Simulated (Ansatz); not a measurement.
**Cu: frozen-core PAW against all-electron methods**

```
Cu
1.0
     0.00000    1.84365    1.80750
     1.84365    0.00000    1.80750
     1.84365    1.84365    0.00000
Cu
1
Direct
  0.00000 0.00000 0.00000
```

Conventional cell: a = 2.607 Å, b = 2.607 Å, c = 3.615 Å, α = 90.00°, β = 90.00°, γ = 90.00°. Cu (atom 1) has 12 Cu at 2.58 to 2.61 Å as nearest neighbours.

The cell comes from COD entry 5000216, which wasn't checked; take it as a given geometry. The listed cell was then made from it by scaling, straining or moving an atom.

All numbers are computed: DFT, PBEsol, PAW with Ansatz's default frozen-core files, scalar-relativistic (Ansatz 0.2.0); DFT, PBEsol, all-electron LAPW, scalar-relativistic (Ansatz 0.2.0).

For PAW: a Γ-centred 17×17×17 k mesh, Fermi–Dirac smearing of 0.03 eV, cutoff 420 eV, no spin polarisation; the PAW files were made with PBE, and the program remakes their frozen cores for this functional. LAPW targets a basis error of 0.25 meV/atom. The Ansatz runs share mesh, smearing and spin set-up. Plane-wave (PAW) pressures include the program's estimate of the Pulay term.

Stress and pressure are positive in compression.

The change that made this cell: equal xx and yy strain of +2 %.

PAW results:

| quantity | PAW |
| --- | --- |
| pressure (GPa) | -11.47 |
| stress xx (GPa) | -11.79 |
| stress zz (GPa) | -10.82 |

(1) What does all-electron LAPW give for the same quantities?

## Answers

(1) 
```csv
quantity,LAPW
pressure (GPa),-11.46
stress xx (GPa),-11.79
stress zz (GPa),-10.81
```
